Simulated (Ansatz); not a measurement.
Task: SnRu3N (anti-perovskite, space group No. 221) is relaxed with DFT-PBEsol in the program Ansatz with PAW potentials. What lattice parameters of the conventional cell result?

Result: a = 4.041 Å.

Task: Is it a metal or does it have a gap at this level?

Result: No gap at this level.

Space group Pm-3m (anti-perovskite). The start of the workflow was typed in or built on a structure type; neither database checked (COD, Materials Project) lists it. Its standing as an ambient phase is unchecked. Symmetry was held in the PBEsol relaxation; its stability against distortions is not shown here. The workflow began spin-polarised and lost its moments. Scalar-relativistic: spin–orbit coupling is off unless named, which matters more the heavier the elements.

Potentials: the earlier of the program's two PAW sets. The files were generated under PBE; for other functionals the program regenerates the frozen cores, and for LDA and PBEsol the local potential too.
